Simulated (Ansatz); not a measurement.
TiC (rock salt, Fm-3m), a = b = c = 4.3279 Å, α = β = γ = 90.00°; the cell used has 2 atoms.

Relaxed with r²SCAN.

Task: Which orbitals make up the states near the Fermi level in DFT-r²SCAN in the program Ansatz with PAW potentials?

Result: Within 0.5 eV of the Fermi level: Ti 3d 50 %, C 2p 48 %. Projections are on Löwdin-orthogonalised atomic valence shells; empty p or d shells of many metals are not among them.

Task: Tabulate the density of states.

Result: States/eV per cell of 2 atoms, in 0.25 eV bins, energy from the Fermi level.

| E (eV) | total | Ti 3d | C 2p | Ti 4s |
|---|---|---|---|---|
| -7.85 | 0.00 | 0.00 | 0.00 | 0.00 |
| -7.60 | 0.00 | 0.00 | 0.00 | 0.00 |
| -7.35 | 0.00 | 0.00 | 0.00 | 0.00 |
| -7.10 | 0.00 | 0.00 | 0.00 | 0.00 |
| -6.85 | 0.00 | 0.00 | 0.00 | 0.00 |
| -6.60 | 0.00 | 0.00 | 0.00 | 0.00 |
| -6.35 | 0.00 | 0.00 | 0.00 | 0.00 |
| -6.10 | 0.04 | 0.01 | 0.02 | 0.00 |
| -5.85 | 0.15 | 0.05 | 0.08 | 0.02 |
| -5.60 | 0.25 | 0.07 | 0.12 | 0.03 |
| -5.35 | 0.35 | 0.11 | 0.18 | 0.04 |
| -5.10 | 0.50 | 0.15 | 0.26 | 0.05 |
| -4.85 | 0.78 | 0.24 | 0.41 | 0.07 |
| -4.60 | 0.98 | 0.30 | 0.53 | 0.08 |
| -4.35 | 1.20 | 0.35 | 0.69 | 0.09 |
| -4.10 | 1.19 | 0.31 | 0.73 | 0.07 |
| -3.85 | 0.94 | 0.22 | 0.63 | 0.03 |
| -3.60 | 0.68 | 0.16 | 0.46 | 0.01 |
| -3.35 | 1.33 | 0.44 | 0.81 | 0.01 |
| -3.10 | 2.55 | 1.08 | 1.36 | 0.01 |
| -2.85 | 2.36 | 1.12 | 1.18 | 0.01 |
| -2.60 | 2.76 | 1.27 | 1.42 | 0.01 |
| -2.35 | 1.80 | 0.85 | 0.90 | 0.01 |
| -2.10 | 1.40 | 0.67 | 0.69 | 0.00 |
| -1.85 | 1.14 | 0.56 | 0.55 | 0.00 |
| -1.60 | 0.93 | 0.46 | 0.45 | 0.00 |
| -1.35 | 0.74 | 0.34 | 0.37 | 0.00 |
| -1.10 | 0.60 | 0.27 | 0.32 | 0.00 |
| -0.85 | 0.49 | 0.21 | 0.27 | 0.00 |
| -0.60 | 0.40 | 0.16 | 0.23 | 0.00 |
| -0.35 | 0.25 | 0.10 | 0.14 | 0.00 |
| -0.10 | 0.23 | 0.11 | 0.12 | 0.00 |
| 0.15 | 0.27 | 0.14 | 0.12 | 0.00 |
| 0.40 | 0.32 | 0.19 | 0.12 | 0.00 |
| 0.65 | 0.41 | 0.28 | 0.12 | 0.00 |
| 0.90 | 0.56 | 0.42 | 0.13 | 0.00 |
| 1.15 | 0.66 | 0.51 | 0.13 | 0.00 |
| 1.40 | 0.77 | 0.62 | 0.13 | 0.00 |
| 1.65 | 0.89 | 0.74 | 0.12 | 0.00 |
| 1.90 | 1.02 | 0.87 | 0.12 | 0.00 |
| 2.15 | 1.19 | 1.03 | 0.13 | 0.00 |
| 2.40 | 1.41 | 1.23 | 0.14 | 0.01 |
| 2.65 | 1.91 | 1.68 | 0.18 | 0.01 |
| 2.90 | 2.03 | 1.82 | 0.16 | 0.01 |
| 3.15 | 3.34 | 3.03 | 0.23 | 0.01 |
| 3.40 | 2.04 | 1.77 | 0.21 | 0.01 |
| 3.65 | 1.01 | 0.75 | 0.22 | 0.01 |
| 3.90 | 3.51 | 2.78 | 0.62 | 0.06 |
| 4.15 | 3.93 | 2.80 | 0.96 | 0.11 |
| 4.40 | 0.66 | 0.42 | 0.20 | 0.01 |
| 4.65 | 0.67 | 0.41 | 0.21 | 0.01 |

The cell was relaxed with r²SCAN under the symmetry of its start; of distortions, only those at the zone centre were tested. No spin polarisation was allowed.

Potentials: the later of the program's two PAW sets.
